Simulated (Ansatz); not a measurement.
TaAg:
```
CELL_PARAMETERS angstrom
      1.35257    -5.76818     0.00000
      1.35257     5.76818     0.00000
      0.00000     0.00000     4.56739
ATOMIC_POSITIONS crystal
  Ta 0.68178 0.31822 0.25000
  Ag 0.93596 0.06404 0.25000
  Ta 0.31822 0.68178 0.75000
  Ag 0.06404 0.93596 0.75000
```

Relaxed with PBE. Special points in fractions of this cell's reciprocal vectors: Γ (0.000, 0.000, 0.000); Y (-0.500, 0.500, 0.000); C0 (-0.264, 0.736, 0.000); Σ0 (0.264, 0.264, 0.000); Z (0.000, 0.000, 0.500); A0 (0.264, 0.264, 0.500); E0 (-0.264, 0.736, 0.500); T (-0.500, 0.500, 0.500); S (0.000, 0.500, 0.000); R (0.000, 0.500, 0.500).

**Question.** List the band energies nearest the Fermi level at these points for PBE in the plane-wave PAW code Ansatz.

**Answer.** In eV from the Fermi level; about four levels below and three above (degenerate sets whole), none deeper than 8.9 eV; points with the same levels are listed once.

| k | below | above |
|---|---|---|
| Γ | -2.64 -2.57 -1.10 -0.73 | 0.65 1.76 2.25 |
| Y | -1.84 -1.17 -1.11 -0.79 | 1.76 3.45 3.93 |
| C0 | -1.97 -1.64 -1.07 -0.26 | 0.03 1.34 1.92 |
| Z | -0.47 -0.47 -0.28 -0.28 | 2.52 2.52 3.36 3.36 |
| A0 | -2.10 -2.10 -1.59 -1.59 | 0.13 0.13 1.36 1.36 |
| T | -1.37 -1.37 -0.05 -0.05 | 2.92 2.92 3.52 3.52 |
| S | -1.99 -1.87 -1.03 -0.42 | 0.20 1.39 1.85 |
| R | -2.07 -2.07 -1.51 -1.51 | 0.19 0.19 1.07 1.07 |

Space group Cmcm. The start of the workflow was typed in or built on a structure type; neither database checked (COD, Materials Project) lists it. Its standing as an ambient phase is unchecked. The cell was relaxed with PBE under the symmetry of its start; whether a distortion lowers the energy is not shown. No spin polarisation was allowed. Its formation energy is positive at this level, so the cell may be metastable or incomplete. Spin–orbit coupling is left out wherever it is not named.

Potentials: the later of the program's two PAW sets.
